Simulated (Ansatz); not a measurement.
VPt (L1₀ or tetragonal B2, P4/mmm), plane-wave PAW PBEsol (Ansatz code), all energies at zero smearing, with the estimated change up to a 700 eV cutoff added, with one set of potentials and settings (totals compare only within such a set). Cell of 2 atoms (1 Pt, 1 V): -15270.274 eV.

```tsv
element	reference phase	E (eV/atom)
Pt	Fm-3m, 1 atoms in the cell	-12383.8180
V	Im-3m, 1 atoms in the cell	-2885.2930
```

Formation energy per atom, worked out: (-15270.274 − 1×(-12383.8180) − 1×(-2885.2930))/2 = -0.581 eV/atom (-56 kJ per mol of atoms), at 0 K, without zero-point energy or fitted corrections.

The workflow started from an entry of the Crystallography Open Database (COD). Whether it is the stable phase at ambient conditions was not checked. Symmetry was held in the PBEsol relaxation; of distortions, only those at the zone centre were tested. The workflow began spin-polarised and lost its moments. The references are the lowest solids computed at this level, not always the standard phases. Spin–orbit coupling is left out wherever it is not named.

Potentials: the later of the program's two PAW sets.
